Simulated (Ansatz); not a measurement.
**Al₃Cu: moving Cu off its site**

Al₃Cu, Pm-3m, a = 3.892 Å. The structure is a Materials Project entry; whether it is the stable form wasn't checked. Ansatz: PBEsol, PAW, 420 eV, Γ-centred 12×12×12 mesh on 4 atoms, Gaussian smearing 0.15 eV; no spin polarisation.

```xyz
4
Lattice="3.8924 0.0000 0.0000 0.0000 3.8924 0.0000 0.0000 0.0000 3.8924" Properties=species:S:1:pos:R:3 pbc="T T T"
Al    0.0000    1.9462    1.9462
Al    1.9462    0.0000    1.9462
Al    1.9462    1.9462    0.0000
Cu    0.0000    0.0000    0.0000
```

Atom 4 (Cu) moves by x along the unit vector (0.000, 0.000, 1.000), with its periodic images; all else is held. y is the free energy of the cell over the start, F the force along the path summed over the moved atoms. Symmetry makes y even in x.

| x (Å) | y (meV) | F (eV/Å) |
| --- | --- | --- |
| -0.1000 | 9.38 | 0.19 |
| -0.0333 | 1.03 | 0.06 |
| 0.0000 | 0.00 | 0.00 |
| 0.0167 | 0.26 | -0.03 |
| 0.0500 | 2.33 | -0.09 |
| 0.0667 | ? | ? |
| 0.0833 | 6.49 | -0.16 |

**Question.** Fit y = c2 x² + c4 x⁴ to the energies of the other rows, give the force constant, and predict energy and force of the missing row.

**Answer.** Least squares on the rows shown. y = 929.4 x² + 859.7 x⁴. The force constant is 2 c2 = 1.86 eV/Å² (for all images moving together, not for a lone atom). The force −dy/dx at the missing row is -0.13 eV/Å (computed -0.12). At x = 0.0667 the fit asked for gives 4.15 meV. The run gave 4.15 meV, the same to the digits shown.

Cost: 7 runs of about 0.65 core-minutes in all, on AMD EPYC 9R45 (Zen 5) (shared hosts).